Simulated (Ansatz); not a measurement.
Relaxed Ca (fcc, Cu type):

```yaml
crystal:
  lattice:
    - [0.00000, 5.52644, 5.52644]
    - [2.76322, 2.76322, 5.52644]
    - [2.76322, 2.76322, 0.00000]
  atoms:
    - { symbol: Ca, position: [0.00000, 0.00000, 0.00000] }
    - { symbol: Ca, position: [0.50000, 0.00000, 0.00000] }
```

The atoms are displaced by Q × the pattern below (from a DFPT mode at X = (0.5, 0.5, 0.0), largest move 1; Q in Å), at fixed cell. It is one choice among 2 degenerate patterns. (q is in reciprocal vectors of the primitive cell; the cell shown is doubled to hold the pattern.)

| atom | x | y | z |
|---|---|---|---|
| Ca1 | 0.000 | 1.000 | 0.000 |
| Ca2 | 0.000 | -1.000 | 0.000 |

Level of theory: PBE (plane waves to 420 eV, PAW, scalar-relativistic; Ansatz, an electronic-structure program). k mesh 15×15×15 (Γ-centred), Fermi-Dirac smearing 0.05 eV. With partly filled bands, energies and forces of such displacements shift with the k mesh and the smearing. Ca was relaxed with its symmetry unable to fall. The PAW data are Ansatz's earlier set. 

```tsv
Q (Å)	−dE/dQ from forces (eV/Å)
-0.280	1.339
-0.233	1.119
-0.187	0.897
-0.140	0.673
-0.093	0.449
-0.047	0.225
0.000	0.000
0.047	-0.225
0.093	-0.449
0.140	-0.673
0.187	-0.897
0.233	-1.119
0.280	-1.339
```

Problem. What harmonic wavenumber does the curvature at Q = 0 give?

Solution. 128 cm⁻¹. E″ = 4.81 eV/Å², M = Σ mᵢ|uᵢ|² = 80.2 u, ν̃ = 521.5·√(|E″|/M).

(A displaced cell: forces are minus the slopes of the energy, force constants its curvatures, and phonons follow from these.)
